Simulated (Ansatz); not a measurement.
Relaxed free-standing sheet of Bi:

```
CELL_PARAMETERS angstrom
4.27964 0.00000 0.00000
-2.13982 3.70627 0.00000
0.00000 0.00000 29.28452
ATOMIC_POSITIONS crystal
Bi 0.33333 0.66667 0.47017
Bi 0.66667 0.33333 0.52983
```

The calculation used DFT PBE+D3(BJ), scalar-relativistic, plane waves, PAW (Ansatz 0.2.0). Plane waves to 420 eV, a k mesh through Γ of 9×9×1 on the computed 2-atom cell and Gaussian smearing (0.02 eV); no spin polarisation. The sheet is isolated along c (Coulomb cut-off).

For the sheet, the band gap on the sampled k points is 0.58 eV and the least direct gap is 0.58 eV (the gap is direct). The ionisation potential from the Kohn-Sham band edge is 4.02 eV. The electron affinity from the Kohn-Sham band edge is 3.44 eV and the bader charges (e) is Bi1 0.00, Bi2 0.00.

Path Γ–M–K–Γ, 16 steps a segment; levels in eV from the Fermi level, bands counted among those of the PAW valence electrons:

| k (1/Å) | point | band 13 | band 14 | band 15 | band 16 | band 17 | band 18 |
| --- | --- | --- | --- | --- | --- | --- | --- |
| 0.000 | Γ | -1.30 | -0.29 | -0.29 | 0.29 | 2.25 | 2.25 |
| 0.053 |  | -1.30 | -0.50 | -0.32 | 0.49 | 2.19 | 2.27 |
| 0.106 |  | -1.29 | -0.86 | -0.39 | 0.80 | 2.05 | 2.33 |
| 0.159 |  | -1.27 | -1.24 | -0.49 | 1.04 | 1.92 | 2.41 |
| 0.212 |  | -1.62 | -1.25 | -0.62 | 1.09 | 1.93 | 2.51 |
| 0.265 |  | -1.98 | -1.24 | -0.76 | 0.97 | 2.09 | 2.60 |
| 0.318 |  | -2.30 | -1.24 | -0.91 | 0.80 | 2.27 | 2.69 |
| 0.371 |  | -2.60 | -1.27 | -1.06 | 0.65 | 2.40 | 2.76 |
| 0.424 |  | -2.85 | -1.33 | -1.20 | 0.55 | 2.46 | 2.81 |
| 0.477 |  | -3.07 | -1.43 | -1.33 | 0.51 | 2.45 | 2.84 |
| 0.530 |  | -3.24 | -1.55 | -1.44 | 0.52 | 2.38 | 2.85 |
| 0.583 |  | -3.37 | -1.69 | -1.54 | 0.58 | 2.26 | 2.86 |
| 0.636 |  | -3.46 | -1.84 | -1.63 | 0.67 | 2.13 | 2.85 |
| 0.689 |  | -3.52 | -1.97 | -1.70 | 0.78 | 1.99 | 2.85 |
| 0.742 |  | -3.55 | -2.07 | -1.75 | 0.90 | 1.86 | 2.84 |
| 0.795 |  | -3.57 | -2.14 | -1.78 | 0.99 | 1.75 | 2.84 |
| 0.848 | M | -3.57 | -2.16 | -1.79 | 1.03 | 1.71 | 2.84 |
| 0.878 |  | -3.57 | -2.16 | -1.80 | 1.05 | 1.71 | 2.82 |
| 0.909 |  | -3.57 | -2.16 | -1.86 | 1.13 | 1.70 | 2.77 |
| 0.939 |  | -3.56 | -2.16 | -1.94 | 1.25 | 1.69 | 2.70 |
| 0.970 |  | -3.55 | -2.16 | -2.04 | 1.40 | 1.66 | 2.61 |
| 1.001 |  | -3.54 | -2.16 | -2.15 | 1.57 | 1.62 | 2.53 |
| 1.031 |  | -3.54 | -2.26 | -2.16 | 1.56 | 1.75 | 2.46 |
| 1.062 |  | -3.53 | -2.36 | -2.16 | 1.49 | 1.94 | 2.42 |
| 1.092 |  | -3.53 | -2.45 | -2.17 | 1.40 | 2.11 | 2.40 |
| 1.123 |  | -3.53 | -2.52 | -2.18 | 1.30 | 2.28 | 2.39 |
| 1.153 |  | -3.54 | -2.57 | -2.19 | 1.20 | 2.40 | 2.42 |
| 1.184 |  | -3.56 | -2.59 | -2.22 | 1.11 | 2.43 | 2.53 |
| 1.215 |  | -3.58 | -2.60 | -2.25 | 1.03 | 2.46 | 2.61 |
| 1.245 |  | -3.60 | -2.58 | -2.28 | 0.97 | 2.50 | 2.66 |
| 1.276 |  | -3.62 | -2.55 | -2.33 | 0.92 | 2.54 | 2.68 |
| 1.306 |  | -3.63 | -2.50 | -2.38 | 0.90 | 2.59 | 2.67 |
| 1.337 | K | -3.64 | -2.44 | -2.44 | 0.89 | 2.64 | 2.64 |
| 1.398 |  | -3.62 | -2.58 | -2.30 | 0.92 | 2.50 | 2.73 |
| 1.459 |  | -3.54 | -2.72 | -2.14 | 1.02 | 2.31 | 2.81 |
| 1.520 |  | -3.42 | -2.84 | -1.97 | 1.17 | 2.10 | 2.86 |
| 1.582 |  | -3.25 | -2.95 | -1.79 | 1.35 | 1.89 | 2.87 |
| 1.643 |  | -3.03 | -3.01 | -1.62 | 1.55 | 1.69 | 2.85 |
| 1.704 |  | -3.02 | -2.77 | -1.46 | 1.53 | 1.75 | 2.81 |
| 1.765 |  | -2.98 | -2.48 | -1.33 | 1.41 | 1.89 | 2.77 |
| 1.826 |  | -2.87 | -2.17 | -1.24 | 1.33 | 1.96 | 2.77 |
| 1.888 |  | -2.70 | -1.84 | -1.18 | 1.31 | 1.92 | 2.80 |
| 1.949 |  | -2.46 | -1.52 | -1.14 | 1.35 | 1.82 | 2.80 |
| 2.010 |  | -2.16 | -1.30 | -1.04 | 1.44 | 1.67 | 2.74 |
| 2.071 |  | -1.80 | -1.25 | -0.82 | 1.47 | 1.58 | 2.63 |
| 2.132 |  | -1.40 | -1.26 | -0.59 | 1.22 | 1.77 | 2.49 |
| 2.193 |  | -1.28 | -0.98 | -0.42 | 0.90 | 1.98 | 2.36 |
| 2.255 |  | -1.30 | -0.55 | -0.33 | 0.53 | 2.17 | 2.28 |
| 2.316 | Γ | -1.30 | -0.29 | -0.29 | 0.29 | 2.25 | 2.25 |

Spin-orbit coupling is left out, which matters for the bands of heavy elements. Gaps are read on the k points sampled, so a band crossing between them can be missed.
